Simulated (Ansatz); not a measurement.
The relaxed structure here is a generated cell of SnO2: the first start was made by placing the elements on the sites of a structure type, and the end was not matched to a known phase here, so it may be hypothetical. Known forms of SnO2 include space group No. 136.

The end point of a relaxation of SnO2. Method: r2SCAN (plane waves to 500 eV, PAW, scalar-relativistic; Ansatz, a program for electronic structure).

```xyz
9
Lattice="5.2664 0.0000 0.0000 -2.6332 4.5608 0.0000 0.0000 0.0000 4.4437" Properties=species:S:1:pos:R:3 pbc="T T T"
O      0.8819     1.5275     1.1318
O      3.5025     0.0000     1.1318
O     -1.7512     3.0332     1.1318
O     -0.8819     1.5275     3.3119
O      1.7512     3.0332     3.3119
O      1.7639     0.0000     3.3119
Sn     0.0000     0.0000     0.0000
Sn     2.6332     1.5203     2.2218
Sn     0.0000     3.0405     2.2218
```

Problem. Find the space group and the Wyckoff positions (tolerance 0.01 Å).

Solution. Space group P-31m (No. 162); a = 5.2664 Å, b = 5.2664 Å, c = 4.4437 Å, α = 90.00°, β = 90.00°, γ = 120.00°

```
atom  site  symmetry       x       y       z
----  ----  --------  ------  ------  ------
O       6k       ..m  0.3349  0.3349  0.2547
Sn      1a      -3.m  0.0000  0.0000  0.0000
Sn      2d       3.2  0.3333  0.6667  0.5000
```

This is the AFLOW prototype AB2_hP9_162_ad_k (as in V2N).

Problem. Give the shortest distances between elements (the closest pairs, up to four, under 3.6 Å).

Solution. O–Sn 2.06 Å; O–O 2.79 Å; Sn–Sn 3.04 Å.

The volume per atom is 11.86 Å³ and the band gap is 1.51 eV, direct at Γ (no spin-orbit coupling).

No spin polarisation in the result.

The run could not lose the symmetry of its start: the end is stationary, and may be a saddle point rather than a minimum.
